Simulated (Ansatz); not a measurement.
CsCl:
```cif
data_ClCs
_chemical_formula_sum 'Cs1 Cl1'
_space_group_name_H-M_alt 'P 1'
_space_group_IT_number 1
_cell_length_a 3.96942
_cell_length_b 3.96942
_cell_length_c 3.96942
_cell_angle_alpha 90.000
_cell_angle_beta 90.000
_cell_angle_gamma 90.000
loop_
_space_group_symop_operation_xyz
  'x, y, z'
loop_
_atom_site_label
_atom_site_type_symbol
_atom_site_fract_x
_atom_site_fract_y
_atom_site_fract_z
_atom_site_occupancy
Cs1 Cs 0.00000 0.00000 0.00000 1
Cl1 Cl 0.50000 0.50000 0.50000 1
```

Relaxed with the program Ansatz at the LDA level (PAW). Indices refer to the conventional cell of Pm-3m, a = b = c = 3.9694 Å, α = β = γ = 90.00°.

Problem. Simulate the powder diffraction pattern (neutron, λ = 1.5401 Å; lines above 1 %) up to 2θ = 90°.

Solution. Simulated powder pattern, neutron, λ = 1.5401 Å (kinematic, ideal powder, no thermal factors, coherent scattering alone; the 30 strongest lines at most, above 1 %, up to 2θ = 90°):

```json
[
 {"2θ (°)": "22.37", "d (Å)": "3.969", "I/Imax (%)": "7.5", "hkl": "(100)"},
 {"2θ (°)": "31.85", "d (Å)": "2.807", "I/Imax (%)": "100", "hkl": "(110)"},
 {"2θ (°)": "39.27", "d (Å)": "2.292", "I/Imax (%)": "3.5", "hkl": "(111)"},
 {"2θ (°)": "45.66", "d (Å)": "1.985", "I/Imax (%)": "26", "hkl": "(200)"},
 {"2θ (°)": "51.42", "d (Å)": "1.775", "I/Imax (%)": "6.6", "hkl": "(210)"},
 {"2θ (°)": "56.74", "d (Å)": "1.621", "I/Imax (%)": "73", "hkl": "(211)"},
 {"2θ (°)": "66.56", "d (Å)": "1.403", "I/Imax (%)": "29", "hkl": "(220)"},
 {"2θ (°)": "71.18", "d (Å)": "1.323", "I/Imax (%)": "5.0", "hkl": "(221)+(300)"},
 {"2θ (°)": "75.68", "d (Å)": "1.255", "I/Imax (%)": "49", "hkl": "(310)"},
 {"2θ (°)": "80.09", "d (Å)": "1.197", "I/Imax (%)": "3.5", "hkl": "(311)"},
 {"2θ (°)": "84.45", "d (Å)": "1.146", "I/Imax (%)": "14", "hkl": "(222)"},
 {"2θ (°)": "88.77", "d (Å)": "1.101", "I/Imax (%)": "3.2", "hkl": "(320)"}
]
```

Symmetry was held in the LDA relaxation. Scalar-relativistic: spin–orbit coupling is off unless named, which matters more the heavier the elements.

Potentials: the later of the program's two PAW sets.
